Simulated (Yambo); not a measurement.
**How GW settings move the gap: BN**

G0W0@PBE for BN (space group P6_3/mmc, No. 194) in Yambo. Reference settings: 6×6×2 Γ-centred k mesh, 94 bands and a 10 Ry block in the screening, 94 bands in G with the Bruneval-Gonze terminator, plasmon pole fitted at 27.2 eV. The PBE gap H → M on this mesh is 4.51 eV; G0W0 gaps are taken between the same points.

| change from the reference | G0W0 gap H → M (eV) | shift of the valence edge (eV) | rough Yambo cost |
|---|---|---|---|
| reference settings | 6.16 | -0.89 | 1 |
| 59 bands in W, 59 bands in G | 6.16 | -0.80 | within a factor of two |
| 32 bands in G | 6.20 | -0.90 | – |
| 59 bands in G | 6.17 | -0.89 | – |
| 41 bands in W | 6.16 | -0.71 | within a factor of two |
| 4 Ry block | 6.03 | -0.65 | within a factor of two |
| 8 Ry block | 6.10 | -0.81 | within a factor of two |
| pole fitted at 10 eV | 6.10 | -0.74 | – |
| no random integration | 6.09 | -0.68 | – |
| 32 bands in G, no terminator | 5.97 | -0.20 | – |
| 59 bands in G, no terminator | 6.03 | -0.54 | – |

The reference isn't shown to be the converged limit. Costs are rough (shared machines), scaled to the same edge states, and given only for runs that recompute the screening. In the run with 94 bands and a 10 Ry block, which covers more k points, the smallest G0W0 gap is 5.67 eV, H → Γ.

Geometry of the Materials Project entry, not relaxed at this level; primitive cell a = b = 2.512 Å, c = 7.707 Å, α = β = 90.00°, γ = 120.00°.

A shift is the quasiparticle energy of the state minus its PBE energy.

The distance between layers or molecules is the database entry's, not relaxed here. Functionals without dispersion can leave it too large, which widens gaps and weakens the response across layers: the numbers belong to this cell.
